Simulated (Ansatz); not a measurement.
An Ansatz (a quantum-chemistry and plane-wave program) run. Input:

Ansatz 0.2 input:
```yaml
crystal:
  lattice:
    - [0.0, 3.2015876443, 3.2015876443]
    - [3.2015876443, 0.0, 3.2015876443]
    - [3.2015876443, 3.2015876443, 0.0]
  atoms:
    - { symbol: Na, position: [0.0, 0.0, 0.0] }
    - { symbol: I, position: [0.5, 0.5, 0.5] }
kpoints:
  mp_grid: { grid: [8, 8, 8] }
hamiltonian:
  xc: pbesol
  pseudopotentials: { kind: paw }
scf:
  occupations: { method: fixed }
dielectric: {}
```

Output (shortened):

```
Pseudopotential: Na, paw, valence charge 9
Pseudopotential: I, paw, valence charge 17
Functional definition: PBEsol
Crystal: 2 atoms, lattice volume = 65.634 Å³
Basis set: ecut = 420 eV, 1243 PW (Γ), exchange–correlation on 64×64×64 points (8 copies of the dense FFT grid, shifted against one another)
Bands: 17, of which v1, the nominal top of the filled ones, is band 13 counted from 1 (12 counted from 0)
Symmetry: 48 space group operations
k-points: 59 of 512 (irreducible under 8 space group operations, time reversal used)
SCF iter   1: F=—  HF=-8910.682920 eV  |F-HF|=—  |Δ(HF+E_count)|=         —  Δρ=1.95e-3  dr2=1.02e-3  ethr=1.77e-3  ⟨swp⟩=5.1  Hψ=4416  notcnv=0  defer=110
preconditioner: auto → none
SCF iter   2: F=—  HF=-8910.681936 eV  |F-HF|=—  |Δ(HF+E_count)|=   9.84e-4  Δρ=1.13e-3  dr2=1.27e-3  ethr=3.91e-6  ⟨swp⟩=2.5  Hψ=2399  notcnv=0  defer=114
SCF iter   3: F=—  HF=-8910.681771 eV  |F-HF|=—  |Δ(HF+E_count)|=   1.65e-4  Δρ=4.23e-4  dr2=1.11e-4  ethr=3.91e-6  ⟨swp⟩=2.9  Hψ=1912  notcnv=0  defer=112
SCF iter   4: F=—  HF=-8910.681753 eV  |F-HF|=—  |Δ(HF+E_count)|=   1.79e-5  Δρ=1.14e-4  dr2=5.87e-6  ethr=4.28e-7  ⟨swp⟩=2.0  Hψ=1765  notcnv=0  defer=112
SCF iter   5: F=—  HF=-8910.681755 eV  |F-HF|=—  |Δ(HF+E_count)|=   2.48e-6  Δρ=4.29e-5  dr2=1.77e-6  ethr=2.26e-8  ⟨swp⟩=1.9  Hψ=1093  notcnv=0  defer=107
SCF iter   6: F=—  HF=-8910.681754 eV  |F-HF|=—  |Δ(HF+E_count)|=   8.07e-7  Δρ=1.29e-5  dr2=2.49e-7  ethr=6.79e-9  ⟨swp⟩=2.8  Hψ=1610  notcnv=0  defer=103
SCF iter   7: F=—  HF=-8910.681754 eV  |F-HF|=—  |Δ(HF+E_count)|=   1.05e-7  Δρ=2.38e-6  dr2=9.01e-9  ethr=9.57e-10  ⟨swp⟩=2.0  Hψ=1255  notcnv=0  defer=103
SCF iter   8: F=—  HF=-8910.681754 eV  |F-HF|=—  |Δ(HF+E_count)|=   3.70e-9  Δρ=3.48e-7  dr2=1.78e-10  ethr=3.47e-11  ⟨swp⟩=2.4  Hψ=1366  notcnv=0  defer=103
SCF iter   9: F=-8910.681754 eV  HF=-8910.681754 eV  |F-HF|=3.64e-12  |Δ(HF+E_count)|=  8.00e-11  Δρ=3.27e-8  dr2=1.48e-12  ethr=1.00e-12  ⟨swp⟩=6.0  Hψ=3876  notcnv=0
SCF 1 converged in 9 iterations: F = -8910.681754 eV  dr2 = 1.48e-12
DFPT response loops at Γ: preconditioner auto → none (the input reference at scf.mixing.eps_inf says where Resta's filter doesn't serve); β = 0.50 …
── the response to a field inside a basis, on 8×8×8 k-points: an SCF that follows is theirs, and a resumed run solves both again ──
Crystal: 2 atoms, lattice volume = 65.634 Å³
Bands: 14, of which v1, the nominal top of the filled ones, is band 13 counted from 1 (12 counted from 0)
k-points: 60 of 512 (irreducible under 12 space group operations)
SCF iter   1: F=—  HF=-8910.680001 eV  |F-HF|=—  |Δ(HF+E_count)|=         —  Δρ=6.94e-5  dr2=6.05e-7  ethr=1.00e-1
preconditioner: auto → none
SCF iter   2: F=—  HF=-8910.680003 eV  |F-HF|=—  |Δ(HF+E_count)|=   1.38e-6  Δρ=3.32e-5  dr2=1.44e-7  ethr=2.33e-9
SCF iter   3: F=-8910.680003 eV  HF=-8910.680003 eV  |F-HF|=8.24e-9  |Δ(HF+E_count)|=   5.38e-7  Δρ=5.29e-6  dr2=9.55e-9  ethr=5.54e-10
SCF 1 converged in 3 iterations: F = -8910.680003 eV  dr2 = 9.55e-9
DFPT response loops at Γ: mixed as the last ones told, above
SCF converged after 9 iterations
Free energy (F): -8910.681754 eV
Harris-Foulkes:  -8910.681754 eV  (|F-HF|=3.64e-12)
Internal energy: -8910.681754 eV  (E = F + TS)
E sigma→0 (E₀):  -8910.681754 eV
Fermi energy:    3.242640 eV
--- Per-component energies (eV) ---
  E_band       = -607.639153
  E_kinetic    = 310.352410
  E_local      = -3310.600042  (includes V_loc(G=0)·N_el)
  E_nonlocal   = 27.687553
  E_hartree    = 1500.375161
  E_xc         = -165.662024
  E_vxc        = -178.236898  (∫ρ·V_xc dr)
  E_paw        = -4990.900870  (= ΣΔE_a)
  E_vpaw       = -457.592557  (= ΣTr[D̂ρ^β])
  E_aug_tail   = -0.000004  (compensation charges beyond the density's cutoff)
  E_ewald      = -2282.400775
  E_core_change = 0.466836  (= ΣΔE_core)
  E_smearing   =  0.000000  (= −TS)
  E_closure    = 0.000000  (closes the sum)
  Σ components = -8910.681754   (vs F -8910.681754, Δ=0.00e0)
  [band-id]    e_kinetic+e_local+e_nonlocal+2·e_hartree+e_vxc+e_vpaw+e_augmentation_tail = -607.639215   (vs E_band -607.639153, Δ=-6.22e-5)
--- Band table (eV; the first three rows and the last of 59) ---
  k-point 0: bands = ["-46.8904", "-39.8228", "-39.8228", "-39.8188", "-39.8188", "-39.8188", "-18.9704", "-18.9704", "-18.9704", "-7.9037", "3.2426", "3.2426", "3.2426", "6.8369", "11.1195", "11.1195", "11.1195"]
  k-point 1: bands = ["-46.8904", "-39.8228", "-39.8228", "-39.8188", "-39.8188", "-39.8188", "-18.9714", "-18.9704", "-18.9704", "-7.8565", "2.7442", "3.1940", "3.1940", "7.3806", "10.7286", "11.2806", "11.2806"]
  k-point 2: bands = ["-46.8904", "-39.8228", "-39.8228", "-39.8188", "-39.8188", "-39.8188", "-18.9737", "-18.9706", "-18.9706", "-7.7380", "1.8577", "3.0825", "3.0825", "8.1231", "10.7267", "11.1917", "11.1917"]
  k-point 58: bands = ["-46.8903", "-39.8228", "-39.8228", "-39.8187", "-39.8187", "-39.8186", "-18.9739", "-18.9739", "-18.9726", "-7.4633", "1.7251", "1.7251", "2.2403", "9.1182", "10.6599", "10.6599", "11.1551"]
--- Dielectric response (ions clamped): 3 representative field directions + reference, inside a basis on a mesh of 512 k-points (Σ response iterations 15) ---
  ε∞ (high-frequency dielectric tensor):
        3.477221     0.000000     0.000000
        0.000000     3.477221     0.000000
        0.000000     0.000000     3.477221
  Born effective charges Z* (e; rows j = field, columns β = displacement):
    site 0:
         1.18458    0.00000    0.00000
         0.00000    1.18458    0.00000
         0.00000    0.00000    1.18458
    site 1:
        -1.18458    0.00000    0.00000
         0.00000   -1.18458    0.00000
         0.00000    0.00000   -1.18458
  Z* charge neutrality: 1.073e-4 e pre-enforcement
  solved inside a basis spanned on kpoints, on 8×8×8 k-points, its susceptibility summed on 12×12×12: ε∞ is read to err by 7.8e-3, Z* by 1.7e-2 e (field_mesh …
```

Cost: about 40 core-seconds (a rough figure) on shared cores.

Space group Fm-3m (rock salt). The PBEsol relaxation kept the symmetry of its start. Scalar-relativistic: spin–orbit coupling is off unless named, which matters more the heavier the elements.

Potentials: the later of the program's two PAW sets.

Ansatz is a plane-wave DFT program.
